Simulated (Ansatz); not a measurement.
LaZn$_{4}$ in space group Cmcm (No. 63; La on 4c, Zn on 4c, Zn on 4c, Zn on 8e), r²SCAN in the plane-wave PAW code Ansatz, all energies at zero smearing, with the estimated change up to a 700 eV cutoff added, with one set of potentials and settings (totals compare only within such a set). Cell of 10 atoms (2 La, 8 Zn): -39138.453 eV.

```csv
element,reference phase,E (eV/atom)
La,"P6_3/mmc, 4 atoms in the cell",-6264.6784
Zn,"P6_3/mmc, 2 atoms in the cell",-3325.6729
```

Formation energy per atom, worked out: (-39138.453 − 2×(-6264.6784) − 8×(-3325.6729))/10 = -0.371 eV/atom (-36 kJ per mol of atoms), at 0 K, without zero-point energy or fitted corrections.

The workflow started from an entry of the Crystallography Open Database (COD, 296 K). Its standing as an ambient phase is unchecked. The cell was relaxed with r²SCAN under the symmetry of its start; whether a distortion lowers the energy is not shown. The references are the lowest solids computed at this level, not always the standard phases. Scalar-relativistic: spin–orbit coupling is off unless named, which matters more the heavier the elements.

Potentials: the later of the program's two PAW sets.
